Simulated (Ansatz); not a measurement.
Property card for HfSi₂

HfSi₂:
```xyz
6
Lattice="1.8420 -7.2922 0.0000 1.8420 7.2922 0.0000 0.0000 0.0000 3.6593" Properties=species:S:1:pos:R:3 pbc="T T T"
Si     1.8420    -0.7931     2.7445
Si     1.8420     0.7931     0.9148
Hf     1.8420    -5.7542     2.7445
Hf     1.8420     5.7542     0.9148
Si     1.8420     3.6425     2.7445
Si     1.8420    -3.6425     0.9148
```

Space group Cmcm (No. 63); conventional cell a = 3.6841 Å, b = 14.5844 Å, c = 3.6593 Å, α = β = γ = 90.00°.

Method: the program Ansatz at the PBE level (PAW). The cell and atoms are relaxed at this level. Other levels are named where they apply.

Cell and energy:

```
Property                                                      Result
-----------------------------------------------------  -------------
Volume per atom                                             16.38 Å³
Density                                                   7.93 g/cm³
Formation energy from the elements (no fitted shifts)  -0.56 eV/atom
```

Electronic structure:

```
Quantity                                                                    Result
------------------------------------  --------------------------------------------
Electronic character                                             metallic (no gap)
Density of states at the Fermi level  0.23 states/eV per atom (mean over ±0.08 eV)
Gap with spin–orbit coupling                                       none (metallic)
```

Mechanics:

```
Quantity                              Value
----------------------------------  -------
Bulk modulus (Birch–Murnaghan fit)  127 GPa
Pressure derivative B′                  3.9
```

Phonons:

```
Property                                       Result
-----------------------------  ----------------------
Highest zone-centre frequency                429 cm⁻¹
Zone-centre stability          no imaginary mode at Γ
```

Charges:

```
Item                                  Result
-------------  -----------------------------
Bader charges  Si -0.83 to -0.52, Hf +1.35 e
```

The cell was relaxed with PBE under the symmetry of its start. The run is not spin-polarised. As this level gives no gap, phonon frequencies hold no LO–TO term and depend on the k-mesh and smearing (Fermi–Dirac, 0.1 eV here). The references are the lowest solids computed at this level, not always the standard phases. Scalar-relativistic: spin–orbit coupling is off unless named, which matters more the heavier the elements.

Potentials: the later of the program's two PAW sets.
